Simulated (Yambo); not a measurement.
Material: NaPF$_{6}$ (space group Fm-3m, No. 225); a = 5.4511 Å, b = 5.4511 Å, c = 5.4511 Å, α = 60.00°, β = 60.00°, γ = 60.00° (8 atoms in the cell). The geometry is that of Materials Project entry mp-10474, symmetrised and not relaxed again.

With LDA (pw.x of Quantum ESPRESSO, ONCV potentials, no spin-orbit coupling), the gap between the mesh's edge points (Γ → Γ) is 7.244 eV.

**Question.** By how much does one-shot G0W0 (Yambo; 2×2×2 Γ-centred k mesh, bands 2 to 171 and a 7 Ry block in the screening, 171 bands in G with the Bruneval-Gonze terminator, plasmon pole fitted at 27.2 eV) open this gap, and what gap results?

**Answer.** The correction is 5.400 eV, giving 12.644 eV, 1.7 times the LDA value.  Nearest settings tried, and what they do to the gap: 113 bands in W, 113 bands in G: +95 meV; 6 Ry block (229 vectors against 283): +29 meV. Not varied: mesh. So the settings aren't converged at that level. The k mesh is coarse.
